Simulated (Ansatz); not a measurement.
GeS$_{2}$:
```yaml
crystal:
  lattice:
    - [3.44896, 0.00000, 0.00000]
    - [0.00000, 3.44896, 0.00000]
    - [0.00000, 0.00000, 10.46256]
  atoms:
    - { symbol: Ge, position: [0.00000, 0.00000, 0.50000] }
    - { symbol: Ge, position: [0.50000, 0.50000, 0.00000] }
    - { symbol: S, position: [0.00000, 0.50000, 0.86481] }
    - { symbol: S, position: [0.00000, 0.50000, 0.36481] }
    - { symbol: S, position: [0.50000, 0.00000, 0.63519] }
    - { symbol: S, position: [0.50000, 0.00000, 0.13519] }
```

Relaxed with LDA. Special points in fractions of this cell's reciprocal vectors: Γ (0.000, 0.000, 0.000); X (0.000, 0.500, 0.000); M (0.500, 0.500, 0.000); Z (0.000, 0.000, 0.500); R (0.000, 0.500, 0.500); A (0.500, 0.500, 0.500).

### Question
List the band energies nearest the valence-band maximum at these points for LDA (plane waves, PAW; program Ansatz).

### Answer
In eV from the valence-band maximum; about four levels below and three above (degenerate sets whole), none deeper than 8.9 eV; points with the same levels are listed once.

```csv
k,below,above
Γ,-0.89 -0.89 -0.15 -0.15,0.96 1.56 2.10
X,-1.62 -1.62 -0.09 -0.09,1.53 1.53 4.28 4.28
M,-3.27 -3.27 -2.02 -2.02,1.66 1.66 2.07 2.07
Z,-0.76 -0.76 -0.29 -0.29,1.65 1.65 1.87 1.87
R,-2.27 -2.27 -0.09 -0.09,1.82 1.82 4.23 4.23
A,-3.15 -3.15 -2.20 -2.20,1.91 1.91 2.91 2.91 2.91 2.91
```

Space group P4_2/nmc. The first step of the workflow began from a Materials Project structure, measured or hypothetical; the Crystallography Open Database copy checked does not list it. COD files the formula under space group No. 14, 43, 82, 122, 217. Its standing as an ambient phase is unchecked. The cell was relaxed with LDA under the symmetry of its start; whether a distortion lowers the energy is not shown. A crystal of weakly bound layers computed without a dispersion correction: the cell and the soft elastic constants depend strongly on that. Scalar-relativistic: spin–orbit coupling is off unless named, which matters more the heavier the elements.

Potentials: the later of the program's two PAW sets.
